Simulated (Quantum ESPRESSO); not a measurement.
One change at a time to Al2Au2HfRu2Sc

These are calculations, not measurements. They come from Quantum ESPRESSO 7.5, a public plane-wave density functional program. Each row is one single-point run on a made-up periodic cell of eight metal atoms, with elements, volume, strain and displacements drawn at random and not relaxed, so a cell may be unstable or far from any real phase. There is no spin polarisation or spin-orbit coupling.

Settings: PBE unless stated; PseudoDojo standard norm-conserving files; Fermi-Dirac width 0.25 eV, which means electrons at about 2900 K; cutoff 1143 eV; 8 x 4 x 4 k mesh shifted half a step off Gamma. E is the free energy of the whole cell (internal energy minus TS), so a -TS column is already part of it. Stress is positive in tension, and the pressure P is minus a third of its trace.

Checks: one run of this series was repeated at a higher cutoff and on a denser mesh, which moved values by no more than 0.002 eV, 0.04 GPa and 0.014 eV/Å, and a second program with other atomic files agreed on it to 2 % rms in force and 0.5 GPa in pressure. Known limits: the tin pseudopotential is less sure than most, with forces differing by about three percent from a second method on plain tin; heavy elements are run without spin-orbit coupling, which real alloys of them have; a spin test at this wide smearing found no moment, but such smearing suppresses magnetism that the real alloy may have.

The lattice is face-centred cubic, and the cell vectors in Å are (-0.042, 2.083, 2.081); (-4.170, 4.189, -4.100); (-4.050, -4.045, 4.124), a volume of 140.78 Å³ in run 1. The elements on sites 1 to 8 are Al Ru Au Hf Al Sc Au Ru. Each later run makes one change to run 1 and keeps the rest. E is counted from run 1, and is n/a where other atomic files have another zero of energy.

```
run                           change  V (Å³)  P (GPa)  -TS (eV)  rms force (eV/Å)  largest change of a force component (eV/Å)  E (eV)
  1                             none  140.78    -1.28    -1.453             0.760                                       0.000   0.000
  2          sites 4 and 5 exchanged  140.78    -2.96    -1.338             0.744                                       0.954  -0.789
  3    all lengths scaled by -0.84 %  137.26     2.00    -1.411             0.809                                       0.183       ?
  4              LDA in place of PBE  140.78   -10.83    -1.459             0.732                                       0.359     n/a
  5                     Sn on site 5  140.78     6.72    -1.447             0.887                                       1.085     n/a
  6  site 8 moved by -0.12 Å along x  140.78    -1.97    -1.464             0.732                                       0.327  -0.105
```

## Worked estimate

Along a uniform scaling dE = -P dV. The mean of the two pressures is 0.360 GPa and the volume changes by -3.52 Å³, with 160.2 GPa to one eV/Å³. The same two rows give -V dP/dV = 130 GPa for this cell with clamped atoms, which is not the bulk modulus of a real alloy.

## Withheld value

Question: what E should run 3 give?

The estimate is 0.008 eV. The calculation gave 0.008 eV.
